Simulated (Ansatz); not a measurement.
Cost of a DFT run on Mg2TiIn3S8

```yaml
crystal:
  lattice:
    - [6.568748634, -3.8233883504, 0.0]
    - [6.568748634, 3.8233883504, 0.0]
    - [-4.3390207301, 0.0, 6.237729803]
  atoms:
    - { symbol: Mg, position: [0.874358, 0.874358, 0.625363] }
    - { symbol: Mg, position: [0.1254285, 0.1254285, 0.374944] }
    - { symbol: Ti, position: [0.500193, 0.500193, 0.000229], spin: 1.0 }
    - { symbol: In, position: [0.499999, 0.499999, 0.499795] }
    - { symbol: In, position: [5.0e-05, 0.499457, 0.999693] }
    - { symbol: In, position: [0.499457, 5.0e-05, 0.999693] }
    - { symbol: S, position: [0.7335975, 0.7335975, 0.225741] }
    - { symbol: S, position: [0.725681, 0.266206, 0.233761] }
    - { symbol: S, position: [0.2576485, 0.2576485, 0.242112] }
    - { symbol: S, position: [0.266206, 0.725681, 0.233761] }
    - { symbol: S, position: [0.7420655, 0.7420655, 0.758098] }
    - { symbol: S, position: [0.733699, 0.273987, 0.766291] }
    - { symbol: S, position: [0.266507, 0.266507, 0.774357] }
    - { symbol: S, position: [0.273987, 0.733699, 0.766291] }
magnetization:
  spin_polarized: true
kpoints:
  mp_grid: { grid: [5, 5, 5] }
scf:
  occupations: { method: fermi_dirac, width: 0.02 }
hamiltonian:
  xc: pbe
  pseudopotentials: { kind: paw }
output:
  forces: true
  stress: true
  populations: true
  efg:
    quadrupole_moments_barn: { Mg: 0.1994, Ti: 0.247, In: 0.772, S: -0.0694 }
    contact_densities: true
  write_density: true
  write_potential: true
  elf: true
  volumetric_format: npy
```

```sh
ansatz run input.yaml --threads 1 --pin off --max-ram 3072MiB --backend cpu --events-out ev --progress --plain --runs-dir out
```

It runs on 1 thread of Arm Neoverse N1 (aarch64; 8 cores open to the job, memory cap 3.0 GiB, no GPU), a shared host with a load of 0.6 a core.

**Question.** How much time and memory should be set aside?

**Answer.** About 12 min of wall time (12 min of CPU time) and 1.5 GiB. The run holds 119 valence electrons in 74 bands, about 6123 plane waves a k-point and 39 irreducible k-points, and took 12 SCF iterations. Times on a shared host vary by tens of per cent.
